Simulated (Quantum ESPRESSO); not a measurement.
## InHf5AlW (one composition in several site orders)

Simulated, not a measurement. The program is pw.x of Quantum ESPRESSO 7.5 (plane-wave density functional theory). The cell is made up: eight metal atoms on a hexagonal close-packed lattice, with elements, volume, strain and displacements drawn at random and not relaxed, so it may be unstable or far from any real phase. PseudoDojo standard norm-conserving files set the functional (PBE unless stated); there is no spin polarisation or spin-orbit coupling, the Fermi-Dirac width of 0.25 eV means electrons at about 2900 K, and the masses in the input are unused placeholders. Heavy elements are run without spin-orbit coupling, which real alloys of them have. A spin test at this wide smearing found no moment, but such smearing suppresses magnetism that the real alloy may have.

The runs put one composition on the sites in different orders. Cell, positions, cutoff, mesh and smearing stay as in the input of run 1; sites are counted in its order. Stress in the tables is positive in tension.

Input of run 1:

```
&control calculation='scf', pseudo_dir='./dojo.nc.sr.pbe.v0_5.standard.upf', outdir='./o', disk_io='minimal', tprnfor=.true., tstress=.true. /
&system ibrav=0, nat=8, ntyp=4, nbnd=61, ecutwfc=74.01313486, nosym=.true., tot_charge=0,
 occupations='smearing', smearing='fd', degauss=0.0183746611
/
&electrons conv_thr=1.470e-08, electron_maxstep=70, mixing_beta=0.5 /
ATOMIC_SPECIES
Al 1.0 Al.upf
Hf 1.0 Hf.upf
In 1.0 In.upf
W 1.0 W.upf
CELL_PARAMETERS angstrom
-3.1623 0.0138 0.0363
0.0367 5.3911 -5.2924
0.0846 -5.2808 -5.1782
ATOMIC_POSITIONS angstrom
In 0.0272 0.0018 -0.0506
Hf -0.0155 1.7542 -2.6436
Hf 0.0822 0.0416 -5.1883
Al 0.0998 1.8629 -7.8708
Hf -1.5849 -0.8358 -2.6096
Hf -1.5196 -2.6397 -5.212
Hf -1.5568 -0.8251 -7.7978
W -1.5436 2.7359 -5.2181
K_POINTS automatic
7 3 3 1 1 1
```

| run | elements on sites 1 to 8 | free energy less that of run 1 (eV) | -TS (eV) | pressure (GPa) | stress xx (GPa) | stress yy (GPa) | stress zz (GPa) | stress yz (GPa) | stress xz (GPa) | stress xy (GPa) | iterations |
| --- | --- | --- | --- | --- | --- | --- | --- | --- | --- | --- | --- |
| 1 | In Hf Hf Al Hf Hf Hf W | 0.000 | -1.650 | -5.83 | 5.48 | 4.52 | 7.49 | 0.09 | -0.29 | 0.00 | 18 |
| 2 | Hf In Hf Al Hf Hf Hf W | 0.099 | -1.684 | -6.18 | 6.21 | 4.36 | 7.96 | -0.56 | -0.53 | -0.02 | 18 |
| 3 | Al Hf W In Hf Hf Hf Hf | -0.555 | -1.666 | -6.56 | 6.12 | 5.63 | 7.91 | 1.03 | -0.26 | -0.09 | 17 |
| 4 | Al Hf Hf Hf Hf Hf W In | 0.006 | -1.711 | -5.72 | 4.94 | 3.61 | 8.62 | -0.74 | -0.83 | -0.37 | 17 |
| 5 | Hf Hf Al In Hf Hf Hf W | -0.025 | -1.639 | -6.09 | 5.91 | 4.18 | 8.19 | -1.70 | -0.58 | -0.18 | 18 |
| 6 | W Al Hf Hf Hf In Hf Hf | 0.078 | -1.786 | -5.82 | 5.51 | 4.31 | 7.63 | -0.57 | -0.16 | -0.35 | 18 |

Forces Fx Fy Fz (eV/Å):

```
site             run 1             run 2              run 3              run 4             run 5              run 6
   1  -0.15 -0.71 0.27  -0.21 -1.41 0.59  -0.13 -0.11 -0.11    -0.06 0.01 0.54  -0.22 -1.54 0.22    0.04 -0.30 0.17
   2  -0.19 1.05 -0.57  -0.02 0.45 -0.39   -0.11 0.24 -0.18    -0.04 1.20 0.24  -0.10 0.73 -0.55   0.01 -0.05 -0.07
   3  -0.07 0.64 -0.67  -0.19 0.91 -0.73   0.13 -0.10 -0.14  -0.14 -0.66 -0.95   -0.09 0.54 0.03  -0.30 -0.23 -0.47
   4  -0.08 -0.02 0.72  -0.07 -0.11 0.44   -0.16 -0.34 0.21  -0.17 -1.31 -0.14  -0.14 -0.13 0.43  -0.30 -0.48 -0.30
   5   0.06 -1.19 0.52   0.10 -0.82 0.55   -0.10 0.11 -0.12    0.15 -0.08 0.41  0.06 -0.22 -0.05     0.29 0.89 1.04
   6    0.17 0.16 0.37    0.21 0.07 0.57     0.15 0.49 0.11   0.14 -0.07 -0.11   0.18 0.55 -0.10   0.02 -0.56 -0.02
   7   0.15 0.15 -0.49   0.12 0.57 -0.65     0.15 0.45 0.33    0.10 0.31 -0.15  0.18 -0.23 -0.31    0.02 0.16 -0.81
   8  0.12 -0.08 -0.15   0.08 0.33 -0.38   0.07 -0.75 -0.11     0.03 0.59 0.14    0.12 0.29 0.34     0.22 0.57 0.45
```

The sites are displaced and not relaxed, so the energy differences mix bonding between neighbours with strain and are not ordering energies. A rerun of one cell of this series at a higher cutoff and on a denser mesh moved values by no more than 0.002 eV in energy, 0.05 GPa in stress and 0.009 eV/Å in force, and a second program with other atomic files agreed on that cell to 2 % rms in force and 0.5 GPa in pressure.